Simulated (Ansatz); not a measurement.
## Co (hcp, Mg type), energy against volume

Co (hcp, Mg type)

```xyz
2
Lattice="2.4939 0.0000 0.0000 -1.2470 2.1598 0.0000 0.0000 0.0000 4.0318" Properties=species:S:1:pos:R:3 pbc="T T T"
Co     0.0000     1.4399     3.0239
Co     1.2470     0.7199     1.0080
```

Equation-of-state scan: isotropic scaling of the cell above, V₀ being its volume. Symmetry pins the atoms to their sites.

The numbers are results of PBE (plane waves to 420 eV, PAW, scalar-relativistic; Ansatz, a program for electronic structure), not measurements. k mesh 21×21×12 (Γ-centred), Fermi-Dirac smearing 0.05 eV. Energies are smeared free energies. Stress and pressure are positive under compression. With the shape held, the modulus is that of even scaling; a crystal free to change shape is softer. Co was relaxed with its symmetry unable to fall. Relaxed Co ends ferromagnetic. The magnetic order is the one the run started from; other orders were not tried. The zero of ΔE is the relaxed starting cell.

| V (Å³/cell) | ΔE (eV/atom) | P (GPa) | moment (μB/cell) |
|---|---|---|---|
| 19.55 | 0.088 | 28.9 | 3.06 |
| 19.91 | 0.059 | 22.8 | 3.08 |
| 20.27 | 0.036 | 17.3 | 3.10 |
| 20.63 | 0.020 | 12.2 | 3.13 |
| 20.99 | 0.008 | 7.7 | 3.16 |
| 21.35 | 0.002 | 3.7 | 3.19 |
| 21.72 | 0.000 | 0.0 | 3.22 |
| 22.08 | 0.002 | -3.3 | 3.25 |
| 22.44 | 0.007 | -6.4 | 3.28 |
| 22.80 | 0.016 | -9.2 | 3.31 |
| 23.16 | 0.028 | -11.7 | 3.33 |
| 23.53 | 0.043 | -14.0 | 3.35 |
| 23.89 | 0.060 | -16.2 | 3.37 |

Derived quantities:

```yaml
pressure_at_the_smallest_volume: 28.9 GPa
energy_cost_of_the_largest_compression: 88 meV/atom
energy_cost_of_the_largest_expansion: 60 meV/atom
Bulk modulus at fixed cell shape B₀ (third-order Birch-Murnaghan fit): 212 GPa
Pressure derivative B₀′ (fit): 4.9
equilibrium_volume_of_the_fit: 10.86 Å³/atom
Pressure for 5 % compression (fit): 12.3 GPa
```

(Under strain, the slope of the energy per volume gives the stress and its curvature an elastic modulus.)
